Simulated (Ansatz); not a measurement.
ZnO:
```cif
data_O6Zn6
_chemical_formula_sum 'Zn6 O6'
_space_group_name_H-M_alt 'Pm-3n'
_space_group_IT_number 223
_space_group_name_Hall '-P 4n 2 3'
_cell_length_a 5.57985
_cell_length_b 5.57985
_cell_length_c 5.57985
_cell_angle_alpha 90.000
_cell_angle_beta 90.000
_cell_angle_gamma 90.000
loop_
_atom_site_label
_atom_site_type_symbol
_atom_site_symmetry_multiplicity
_atom_site_Wyckoff_symbol
_atom_site_fract_x
_atom_site_fract_y
_atom_site_fract_z
_atom_site_occupancy
Zn1 Zn 6 c 0.00000 0.50000 0.25000 1
O1 O 6 d 0.00000 0.25000 0.50000 1
```

Relaxed with r²SCAN. r²SCAN (plane waves, PAW; program Ansatz) gives a gap of 1.38 eV.

Question: What gap does HSE06 give on the same cell (Ansatz, PAW)?

Answer: 2.69 eV, 1.31 eV more. The hybrid was solved on a coarser mesh and at special points; its gap is the smallest among all of these.

| k | v1 r²SCAN | c1 r²SCAN | v1 HSE06 | c1 HSE06 |
|---|---|---|---|---|
| Γ | 0.00 | 1.38 | 0.00 | 2.69 |
| R | -1.06 | 6.15 | [?] | [?] |
| M | -0.27 | 4.53 | [?] | [?] |
| X | -0.20 | 3.61 | [?] | [?] |

Question: Top valence (v1) and lowest conduction level (c1) in eV from each method's valence maximum (which need not be a listed point): supply the withheld HSE06 values.

Answer: 
- X, v1 HSE06: -0.20
- X, c1 HSE06: 4.95
- R, v1 HSE06: -1.13
- R, c1 HSE06: 7.55
- M, v1 HSE06: -0.27
- M, c1 HSE06: 5.85

Cost on shared cores: the r²SCAN run (SCF on a 5×5×5 mesh, then bands and DOS) very roughly 5 core-minutes, the HSE06 run (SCF on 3×3×3, then a few points) about 6 core-minutes (a rough figure); the tasks are unlike.

The start of the workflow was typed in or built on a structure type; neither database checked (COD, Materials Project) lists it. It is not the phase usual at ambient conditions (space group No. 186). The r²SCAN relaxation kept the symmetry of its start; whether a distortion lowers the energy is not shown.

Potentials: the earlier of the program's two PAW sets.
